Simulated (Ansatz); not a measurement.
The slice is one period of a {211} plane through atoms; its size isn't given.

These are r2SCAN (plane waves to 500 eV, PAW, scalar-relativistic; Ansatz, a quantum-chemistry and plane-wave program) values and carry that method's errors. These are valence fields of a PAW run, semicore shells included where kept as valence: close to a nucleus they are smooth pseudo fields.

```
|999999773311111133779999|
|999977552211001122557799|
|777755331100000011335577|
|444422110000000000112244|
|111111000000000000001111|
|000000000000000000000000|
|000000000000000000000000|
|000000000000000000000000|
|000000000011111100000000|
|000000000011111100000000|
|000000000011111100000000|
|000000000000000000000000|
|000000000000000000000000|
|000000000000000000000000|
|111111000000000000001111|
|444422110000000000112244|
|777755331100000011335577|
|999977552211001122557799|
|999999773311111133779999|
|999999774411111144779999|
```
Scale: ten equal steps from -0.60 (start of '0') to 0.82 (end of '9'), in the order '0123456789'. Values: log₁₀ of the valence density in e/Å³. The map has 12 points along u (two characters each, u = 0 at the left) and 20 along v (v = 0 in the bottom row). The scale is logarithmic, as a density can span decades between atoms and voids.

```
|xxxx998833112211338899xx|
|xx9999551111221111559999|
|998855110011331100115588|
|443311001133553311001133|
|000000113355555533110000|
|222233334444554444333322|
|444444333333333333334444|
|444433222222222222223344|
|333322111122222211112233|
|332211111111221111111122|
|333322111122222211112233|
|444433222222222222223344|
|444444333333333333334444|
|222233334444554444333322|
|000000113355555533110000|
|443311001133553311001133|
|998855110011331100115588|
|xx9999551111221111559999|
|xxxx998833112211338899xx|
|xxxxxx99441122114499xxxx|
```
Scale: ten equal steps from 0.18 (start of '0') to 0.75 (end of '9'), in the order '0123456789'. Values: electron localisation function (ELF). The map has 12 points along u (two characters each, u = 0 at the left) and 20 along v (v = 0 in the bottom row). Points within 0.5 Å of a nucleus are blanked (x), as the pseudised field means little there.

Task: Which relaxed crystal do these maps come from?
A. V (bcc, W type)
B. Mo (bcc, W type)
C. Na (bcc, W type)

Result: B, Mo (bcc, W type). Atoms on the slice: Mo at (0.00, 0.00)

All were relaxed with their symmetry unable to fall. Mo is run without spin polarisation. V is run without spin polarisation.
